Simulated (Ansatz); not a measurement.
Input file for Ansatz (an electronic-structure program):

Ansatz 0.2 input:
```yaml
crystal:
  lattice:
    - [3.9654632198, 0.0, 0.0]
    - [0.0, 3.9622672265, 0.0]
    - [0.0, 0.0, 11.2048806535]
  atoms:
    - { symbol: Si, position: [0.25, 0.0, 0.3207282583] }
    - { symbol: Si, position: [0.25, 0.5, 0.4400667636] }
    - { symbol: Si, position: [0.75, 0.5, 0.5599332364] }
    - { symbol: Si, position: [0.75, 0.0, 0.6792717417] }
    - { symbol: Ge, position: [0.25, 0.0, 0.8039691179] }
    - { symbol: Ge, position: [0.25, 0.5, 0.9348910023] }
    - { symbol: Ge, position: [0.75, 0.5, 0.0651089977] }
    - { symbol: Ge, position: [0.75, 0.0, 0.1960308821] }
kpoints:
  mp_grid: { grid: [6, 6, 2] }
  band_path:
    path:
      - [[0.0, 0.0, 0.0], [0.5, 0.0, 0.0], [0.5, 0.5, 0.0], [0.0, 0.5, 0.0], [0.0, 0.0, 0.0], [0.0, 0.0, 0.5], [0.5, 0.0, 0.5], [0.5, 0.5, 0.5], [0.0, 0.5, 0.5], [0.0, 0.0, 0.5]]  # Γ-X-S-Y-Γ-Z-U-R-T-Z
      - [[0.5, 0.0, 0.0], [0.5, 0.0, 0.5]]  # X-U
      - [[0.0, 0.5, 0.0], [0.0, 0.5, 0.5]]  # Y-T
      - [[0.5, 0.5, 0.0], [0.5, 0.5, 0.5]]  # S-R
      - [VBM, CBM]
    npoints: 6
basis: { xc_grid: 2 }
hamiltonian:
  xc: pbe
  pseudopotentials: { kind: paw }
magnetization: { noncollinear: true, spin_orbit: true }
scf:
  n_extra_bands: 16
  convergence: { dr2_threshold: 0.0000000001 }
  occupations: { method: gaussian, width: 0.01 }
checkpoint: { write: soc.run }
output: { eigenvalues: true }
```

Output (shortened):

```
Pseudopotential: Si, paw_fr, valence charge 4
Pseudopotential: Ge, paw_fr, valence charge 14
Functional definition: PBE
non-collinear run that drives no moment, with spin-orbit …
Crystal: 8 atoms, lattice volume = 176.054 Å³
Basis set: ecut = 420 eV, 3413 PW (Γ), exchange–correlation on 54×54×150 points (8 copies of the dense FFT grid, shifted against one another)
Bands: 88, of which v1, the nominal top of the filled ones, is band 72 counted from 1 (71 counted from 0)
Symmetry: 8 space group operations + 8 with time reversal
k-points: 32 of 72
Projection manifold: j_resolved (fully-relativistic pseudo-atomic orbitals)
SCF iter   1: F=—  HF=-19724.085563 eV  |F-HF|=—  |Δ(HF+E_count)|=         —  Δρ=3.95e-2  dr2=4.53e0  dr2_m=0.00e0 (ungated)  ethr=3.10e-3  |M|=0.00e0 ∫|m|=0.00e0 μB  |m|>n=0.0e0 m-floor=0.0e0 τ_xc=0.0e0  β_m=0.30  ⟨swp⟩=6.2  Hψ=6593  notcnv=0  defer=18
preconditioner: auto → Resta (q_TF=auto, 2.351 Å⁻¹)
spin=Noncollinear: Resta preconditioning applied to the charge; magnetization (m_x, m_y, m_z) channels mix plain (no charge-response kernel on spin).
SCF iter   2: F=—  HF=-19723.682291 eV  |F-HF|=—  |Δ(HF+E_count)|=   4.03e-1  Δρ=3.00e-2  dr2=1.85e0  dr2_m=0.00e0 (ungated)  ethr=3.10e-3  |M|=0.00e0 ∫|m|=0.00e0 μB  |m|>n=0.0e0 m-floor=0.0e0 τ_xc=0.0e0  β_m=0.62  ⟨swp⟩=1.8  Hψ=1669  notcnv=0  defer=242
SCF iter   3: F=—  HF=-19723.408406 eV  |F-HF|=—  |Δ(HF+E_count)|=   2.74e-1  Δρ=7.50e-3  dr2=1.34e-1  dr2_m=0.00e0 (ungated)  ethr=2.56e-3  |M|=0.00e0 ∫|m|=0.00e0 μB  |m|>n=0.0e0 m-floor=0.0e0 τ_xc=0.0e0  β_m=0.72  ⟨swp⟩=2.1  Hψ=1532  notcnv=0  defer=250
SCF iter   4: F=—  HF=-19723.401518 eV  |F-HF|=—  |Δ(HF+E_count)|=   6.89e-3  Δρ=1.92e-3  dr2=7.18e-3  dr2_m=0.00e0 (ungated)  ethr=1.86e-4  |M|=0.00e0 ∫|m|=0.00e0 μB  |m|>n=0.0e0 m-floor=0.0e0 τ_xc=0.0e0  β_m=0.70  ⟨swp⟩=2.4  Hψ=2913  notcnv=0  defer=294
SCF iter   5: F=—  HF=-19723.403865 eV  |F-HF|=—  |Δ(HF+E_count)|=   2.35e-3  Δρ=1.05e-3  dr2=2.00e-3  dr2_m=0.00e0 (ungated)  ethr=9.98e-6  |M|=0.00e0 ∫|m|=0.00e0 μB  |m|>n=0.0e0 m-floor=0.0e0 τ_xc=0.0e0  β_m=0.85  ⟨swp⟩=2.0  Hψ=2522  notcnv=0  defer=294
SCF iter   6: F=—  HF=-19723.406864 eV  |F-HF|=—  |Δ(HF+E_count)|=   3.00e-3  Δρ=1.95e-4  dr2=7.50e-5  dr2_m=0.00e0 (ungated)  ethr=2.78e-6  |M|=0.00e0 ∫|m|=0.00e0 μB  |m|>n=0.0e0 m-floor=0.0e0 τ_xc=0.0e0  β_m=0.86  ⟨swp⟩=3.3  Hψ=2532  notcnv=0  defer=294
SCF iter   7: F=—  HF=-19723.407033 eV  |F-HF|=—  |Δ(HF+E_count)|=   1.68e-4  Δρ=5.90e-5  dr2=5.32e-6  dr2_m=0.00e0 (ungated)  ethr=1.04e-7  |M|=0.00e0 ∫|m|=0.00e0 μB  |m|>n=0.0e0 m-floor=0.0e0 τ_xc=0.0e0  β_m=0.71  ⟨swp⟩=2.0  Hψ=2451  notcnv=0  defer=294
SCF iter   8: F=—  HF=-19723.407056 eV  |F-HF|=—  |Δ(HF+E_count)|=   2.28e-5  Δρ=1.90e-5  dr2=4.07e-7  dr2_m=0.00e0 (ungated)  ethr=7.39e-9  |M|=0.00e0 ∫|m|=0.00e0 μB  |m|>n=0.0e0 m-floor=0.0e0 τ_xc=0.0e0  β_m=0.86  ⟨swp⟩=2.0  Hψ=2421  notcnv=0  defer=294
SCF iter  12: F=-19723.407058 eV  HF=-19723.407058 eV  |F-HF|=3.64e-12  |Δ(HF+E_count)|=  1.06e-10  Δρ=4.82e-8  dr2=9.17e-12  dr2_m=0.00e0 (ungated)  ethr=1.00e-12  |M|=0.00e0 ∫|m|=0.00e0 μB  |m|>n=0.0e0 m-floor=0.0e0 τ_xc=0.0e0  ⟨swp⟩=10.0  Hψ=4471  notcnv=0
SCF 1 converged in 12 iterations: F = -19723.407058 eV  dr2 = 9.17e-12
NSCF: frozen V_eff on 64 k-points
NSCF: frozen V_eff on 64 k-points
NSCF: frozen V_eff on 64 k-points
NSCF: frozen V_eff on 64 k-points
NSCF: frozen V_eff on 48 k-points
NSCF: frozen V_eff on 36 k-points
NSCF: frozen V_eff on 64 k-points
NSCF: frozen V_eff on 10 k-points
NSCF: frozen V_eff on 33 k-points
NSCF: frozen V_eff on 29 k-points
NSCF: frozen V_eff on 19 k-points
NSCF: frozen V_eff on 16 k-points
NSCF: frozen V_eff on 3 k-points
NSCF: frozen V_eff on 83 k-points
SCF converged after 12 iterations
Magnetization: |M| = 0.0000 μB,  M = (+0.0000, +0.0000, +0.0000) μB
Absolute magnetization: 0.0000 μB (∫|m|)
  site 0: m = (+0.0000, +0.0000, +0.0000) μB, |m| = 0.0000 μB  (R = 0.99 Å)
  site 1: m = (+0.0000, +0.0000, +0.0000) μB, |m| = 0.0000 μB  (R = 0.99 Å)
  site 2: m = (+0.0000, +0.0000, +0.0000) μB, |m| = 0.0000 μB  (R = 0.99 Å)
  site 3: m = (+0.0000, +0.0000, +0.0000) μB, |m| = 0.0000 μB  (R = 0.99 Å)
  site 4: m = (+0.0000, +0.0000, +0.0000) μB, |m| = 0.0000 μB  (R = 1.00 Å)
  site 5: m = (+0.0000, +0.0000, +0.0000) μB, |m| = 0.0000 μB  (R = 1.02 Å)
  site 6: m = (+0.0000, +0.0000, +0.0000) μB, |m| = 0.0000 μB  (R = 1.02 Å)
  site 7: m = (+0.0000, +0.0000, +0.0000) μB, |m| = 0.0000 μB  (R = 1.00 Å)
Free energy (F): -19723.407058 eV
Harris-Foulkes:  -19723.407058 eV  (|F-HF|=3.64e-12)
Internal energy: -19723.407058 eV  (E = F + TS)
E sigma→0 (E₀):  -19723.407058 eV
Fermi energy:    7.372542 eV
--- Per-component energies (eV) ---
  E_band       = -630.621365
  E_kinetic    = 604.083157
  E_local      = -14003.102710  (includes V_loc(G=0)·N_el)
  E_nonlocal   = 1778.268732
  E_hartree    = 6348.536219
  E_xc         = -521.505885
  E_vxc        = -443.429928  (∫ρ·V_xc dr)
  E_paw        = -10132.277004  (= ΣΔE_a)
  E_vpaw       = -1263.514019  (= ΣTr[D̂ρ^β])
  E_aug_tail   = 0.001148  (compensation charges beyond the density's cutoff)
  E_ewald      = -3797.410715
  E_smearing   =  0.000000  (= −TS)
  E_closure    =  0.000000  (closes the sum)
  Σ components = -19723.407058   (vs F -19723.407058, Δ=0.00e0)
  [band-id]    e_kinetic+e_local+e_nonlocal+2·e_hartree+e_vxc+e_vpaw+e_augmentation_tail = -630.621182   (vs E_band -630.621365, Δ=1.84e-4)
--- Band table (eV; the first three rows and the last of 32) ---
  k-point 0: bands = ["-17.6567", "-17.6567", "-17.6444", "-17.6444", "-17.6430", "-17.6430", "-17.5999", "-17.5999", "-17.5838", "-17.5838", "-17.5794", "-17.5794", "-17.5761", "-17.5761", "-17.5745", "-17.5745", "-17.1226", "-17.1226", "-17.0752", …
  k-point 1: bands = ["-17.6567", "-17.6567", "-17.6444", "-17.6444", "-17.6430", "-17.6430", "-17.5999", "-17.5999", "-17.5838", "-17.5838", "-17.5794", "-17.5794", "-17.5761", "-17.5761", "-17.5745", "-17.5745", "-17.1226", "-17.1226", "-17.0752", …
  k-point 2: bands = ["-17.6576", "-17.6576", "-17.6454", "-17.6454", "-17.6373", "-17.6373", "-17.6034", "-17.6034", "-17.5881", "-17.5881", "-17.5782", "-17.5782", "-17.5725", "-17.5725", "-17.5710", "-17.5710", "-17.1178", "-17.1178", "-17.0776", …
  k-point 31: bands = ["-17.6489", "-17.6489", "-17.6489", "-17.6489", "-17.6191", "-17.6191", "-17.6191", "-17.6191", "-17.5815", "-17.5815", "-17.5815", "-17.5815", "-17.5664", "-17.5664", "-17.5664", "-17.5664", "-17.0842", "-17.0842", "-17.0842", …
```

Cost: around 22 core-minutes (rough) on shared cores.

Space group Pmma. The start of the workflow was typed in or built on a structure type; neither database checked (COD, Materials Project) lists it. Its standing as an ambient phase is unchecked. The PBE relaxation kept the symmetry of its start; its stability against distortions is not shown here.

Potentials: the later of the program's two PAW sets.

Ansatz is a plane-wave DFT program.
